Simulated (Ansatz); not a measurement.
KCl (rock salt)

```
KCl
1.0
    0.00000     3.19058     3.19058
    3.19058     0.00000     3.19058
    3.19058     3.19058     0.00000
Cl K
1 1
Cartesian
  0.00000   0.00000   0.00000
  3.19058   3.19058   3.19058
```

The slice is a {111} plane (indices of the conventional cell) through the point (0.000, 0.000, 0.000) (fractional), spanned by u = [100] and v = [-1 2 0] in vectors of this cell: u (4.51 Å) and v (7.82 Å, at 90° to u). It covers one period; positions are fractions (u, v).

The numbers are results of PBE (plane waves to 420 eV, PAW, scalar-relativistic; Ansatz, a program for electronic structure), not measurements. k mesh 9×9×9. Inside the PAW spheres the values are not all-electron values, and peaks at nuclei hang on which shells count as valence. KCl was relaxed with its symmetry unable to fall.

**Question.** Predict the map of the electrostatic potential energy of an electron, from the cell's mean on the slice.

**Answer.** 
```
|xxxxxxxx**@@@@@@@@@@@@@@**xxxxxx|
|xxxxxx  %%@@@@@@%%@@@@@@%%  xxxx|
|xxxx  **@@@@@@%%%%%%@@@@@@**  xx|
|==++##@@@@@@%%%%%%%%%%@@@@@@%%++|
|@@@@@@@@@@@@%%%%%%%%%%@@@@@@@@@@|
|@@@@@@@@@@@@%%%%%%%%%%@@@@@@@@@@|
|@@@@@@@@@@@@@@@@@@@@@@@@@@@@@@@@|
|%%%%%%@@@@@@@@@@@@@@@@@@@@@@%%%%|
|%%%%%%@@@@@@@@@@@@@@@@@@@@@@%%%%|
|%%%%%%@@@@@@##++==++%%@@@@@@%%%%|
|%%%%@@@@@@**  xxxxxx  **@@@@@@%%|
|%%@@@@@@%%  xxxxxxxxxx  %%@@@@@@|
|@@@@@@@@**xxxxxxxxxxxxxx**@@@@@@|
|@@@@@@@@++xxxxxxxxxxxxxx++@@@@@@|
|@@@@@@@@**xxxxxxxxxxxxxx**@@@@@@|
|%%@@@@@@%%  xxxxxxxxxx  %%@@@@@@|
|%%%%@@@@@@**  xxxxxx  **@@@@@@%%|
|%%%%%%@@@@@@%%++==++##@@@@@@%%%%|
|%%%%%%@@@@@@@@@@@@@@@@@@@@@@%%%%|
|%%%%%%@@@@@@@@@@@@@@@@@@@@@@%%%%|
|@@@@@@@@@@@@@@@@@@@@@@@@@@@@@@@@|
|@@@@@@@@@@@@%%%%%%%%%%@@@@@@@@@@|
|@@@@@@@@@@@@%%%%%%%%%%@@@@@@@@@@|
|==++%%@@@@@@%%%%%%%%%%@@@@@@##++|
|xxxx  **@@@@@@%%%%%%@@@@@@**  xx|
|xxxxxx  %%@@@@@@%%@@@@@@%%  xxxx|
|xxxxxxxx**@@@@@@@@@@@@@@**xxxxxx|
|xxxxxxxx++@@@@@@@@@@@@@@++xxxxxx|
```
Scale: ten equal steps from -0.83 (start of ' ') to 4.67 (end of '@'), in the order ' .:-=+*#%@'. Values: electrostatic potential energy of an electron, from the cell's mean, in eV. The map has 16 points along u (two characters each, u = 0 at the left) and 28 along v (v = 0 in the bottom row). Points within 1 Å of a nucleus are blanked (x), as the pseudised field means little there. The zero, the cell's mean, hangs on the PAW cores.
